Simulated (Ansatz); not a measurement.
An Ansatz (an electronic-structure program) input:

Ansatz 0.2 input:
```yaml
crystal:
  lattice:
    - [7.6458719564, 0.0, 0.0]
    - [0.0, 3.4248570623, 0.0]
    - [0.0, 0.0, 5.3937877455]
  atoms:
    - { symbol: Zr, position: [0.8301615452, 0.25, 0.143206689] }
    - { symbol: Zr, position: [0.1698384548, 0.75, 0.856793311] }
    - { symbol: Zr, position: [0.6698384548, 0.75, 0.643206689] }
    - { symbol: Zr, position: [0.3301615452, 0.25, 0.356793311] }
    - { symbol: O, position: [0.1099736657, 0.25, 0.108878734] }
    - { symbol: O, position: [0.8900263343, 0.75, 0.891121266] }
    - { symbol: O, position: [0.3900263343, 0.75, 0.608878734] }
    - { symbol: O, position: [0.6099736657, 0.25, 0.391121266] }
    - { symbol: O, position: [0.3572549403, 0.75, 0.1305794253] }
    - { symbol: O, position: [0.6427450597, 0.25, 0.8694205747] }
    - { symbol: O, position: [0.1427450597, 0.25, 0.6305794253] }
    - { symbol: O, position: [0.8572549403, 0.75, 0.3694205747] }
kpoints:
  mp_grid: { grid: [3, 7, 4] }
  band_path:
    path:
      - [[0.0, 0.0, 0.0], [0.5, 0.0, 0.0], [0.5, 0.5, 0.0], [0.0, 0.5, 0.0], [0.0, 0.0, 0.0], [0.0, 0.0, 0.5], [0.5, 0.0, 0.5], [0.5, 0.5, 0.5], [0.0, 0.5, 0.5], [0.0, 0.0, 0.5]]  # Γ-X-S-Y-Γ-Z-U-R-T-Z
      - [[0.5, 0.0, 0.0], [0.5, 0.0, 0.5]]  # X-U
      - [[0.0, 0.5, 0.0], [0.0, 0.5, 0.5]]  # Y-T
      - [[0.5, 0.5, 0.0], [0.5, 0.5, 0.5]]  # S-R
      - [VBM, CBM]
    npoints: 6
basis: { xc_grid: 2 }
hamiltonian:
  xc: pbesol
  pseudopotentials: { kind: paw }
magnetization: { noncollinear: true, spin_orbit: true }
scf:
  n_extra_bands: 24
  convergence: { dr2_threshold: 0.0000000001 }
  occupations: { method: gaussian, width: 0.01 }
checkpoint: { write: soc.run }
output: { eigenvalues: true }
```

### Question
How many symmetry operations and irreducible k-points will the run report?

### Answer
8 operations, 24 of 84 k-points.

### Question
With a cutoff of 420 eV, how many plane waves at Γ?

### Answer
2773.

It took around 24 core-minutes (rough) on shared server cores.

Space group Pnma. The workflow started from a Materials Project entry (that database holds measured and hypothetical structures alike); the Crystallography Open Database copy checked does not list it. It is not the phase usual at ambient conditions (space group No. 14). The cell was relaxed with PBEsol under the symmetry of its start; whether a distortion lowers the energy is not shown. The run is not spin-polarised.

Potentials: the later of the program's two PAW sets.

Ansatz is a plane-wave DFT program.
